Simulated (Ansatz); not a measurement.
# In (bct)

Computed with Ansatz (plane waves, PAW, 500 eV cutoff): r²SCAN, scalar-relativistic, no spin polarisation, Γ-centred 18×18×18 mesh, 0.05 eV Gaussian smearing. The datasets are Ansatz's generated set soft_2.

```yaml
crystal:
  lattice:
    - [-1.61018, 1.61018, 2.52497]
    - [1.61018, -1.61018, 2.52497]
    - [1.61018, 1.61018, -2.52497]
  atoms:
    - { symbol: In, position: [0.00000, 0.00000, 0.00000] }
```

Cell and atoms are those of this level's equilibrium.

Path: Γ–X–P–N–Γ–M–S | S0–Γ | X–R | G–M, with Γ = (0.000, 0.000, 0.000), X = (0.000, 0.000, 0.500), P = (0.250, 0.250, 0.250), N = (0.000, 0.500, 0.000), M = (0.500, 0.500, -0.500), S = (0.352, 0.648, -0.352), S0 = (-0.352, 0.352, 0.352), R = (-0.203, 0.203, 0.500), G = (0.500, 0.500, -0.203) in reciprocal vectors of the calculation's cell.

Bands as a text map, energy in eV from the Fermi level (dashes), each leg drawn with the same width:
```
  5.57 |                  *               *  **         *                    
  5.14 |    **           *                 **                              **
  4.71 |                         *          *                             *  
  4.29 |     ***                                       *    *             *  
  3.86 |      * *       **              *    *               *           *   
  3.43 |     * ***                                     *    ***          *   
  3.00 |         **                           *               **        *    
  2.57 |           **  *                              *        *       **    
  2.14 |          *  ** *       *                               *            
  1.71 |           *                           *      *          *   ***     
  1.29 |                                 *                       ****        
  0.86 |      *     *  *                        *    *            *   *      
  0.43 |             *                                                       
  0.00 |--------------*--------*-----------------*---*-------------***-------
 -0.43 |             * *                                           **        
 -0.86 |            ***                           ***             *   *      
 -1.29 |       *****    *                 *       **        *******          
 -1.71 |         **    *                         *            ***  *** *     
 -2.14 |       **        *    *                 *           **        * *    
 -2.57 |                * *                   ** ***                   * *   
 -3.00 |                   *               ******   *                   *****
 -3.43 |                 *  **             ***                            ***
 -3.86 |      *           *                                                  
 -4.29 |                   ***                                               
 -4.71 |                                             *                       
 -5.14 |                                  *                                  
 -5.57 |     *                *                                              
 -6.00 |                                                                     
        Γ      X      P      N      Γ      M      SS       ΓX      RG       M
```

Question: By these bands, is it a metal or an insulator, and if it has a gap, where are the band edges on this path?

Answer: A metal: bands cross the Fermi level.

With 13 valence electrons in the calculation's cell and no magnetic order, the bands, two electrons each, can't all be full or empty: band theory demands a metal.
